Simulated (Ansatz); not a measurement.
FeB$_{2}$:
```
CELL_PARAMETERS angstrom
      4.74148     0.00000     0.00000
      0.00000     4.73385     0.00000
      0.00000     0.00000     3.67196
ATOMIC_POSITIONS crystal
  Fe 0.47927 0.75000 0.37573
  Fe 0.52073 0.25000 0.62427
  Fe 0.02073 0.25000 0.87573
  Fe 0.97927 0.75000 0.12427
  B  0.66301 0.06839 0.10744
  B  0.33699 0.93161 0.89256
  B  0.83699 0.93161 0.60744
  B  0.16301 0.06839 0.39256
  B  0.16301 0.43161 0.39256
  B  0.83699 0.56839 0.60744
  B  0.33699 0.56839 0.89256
  B  0.66301 0.43161 0.10744
```

Tensor components refer to the Cartesian frame of this cell.

Task: Give the high-frequency dielectric tensor and the Born effective charge tensors of the independent atoms from DFPT, plane-wave PAW LDA (Ansatz code).

Result: 
ε∞:
```
31.4  0.00  0.00
0.00  28.9  0.00
0.00  0.00  31.4
```
Z* of atom 1 (Fe), rows: field, columns: displacement, in e:
```
-5.65   0.00   0.32
 0.00  -5.33   0.00
-0.68   0.00  -6.18
```
Z* of atom 5 (B), rows: field, columns: displacement, in e:
```
 2.82  -0.38  -0.31
-0.18   2.66  -0.58
-0.51  -0.19   3.09
```

Space group Pnma. The workflow started from a Materials Project entry (that database holds measured and hypothetical structures alike); the Crystallography Open Database copy checked does not list it. COD files the formula under space group No. 191, so this cell is another polymorph or a model. Whether it is the stable phase at ambient conditions was not checked. The cell was relaxed with LDA under the symmetry of its start; of distortions, only those at the zone centre were tested. The run is not spin-polarised.

Potentials: the later of the program's two PAW sets.
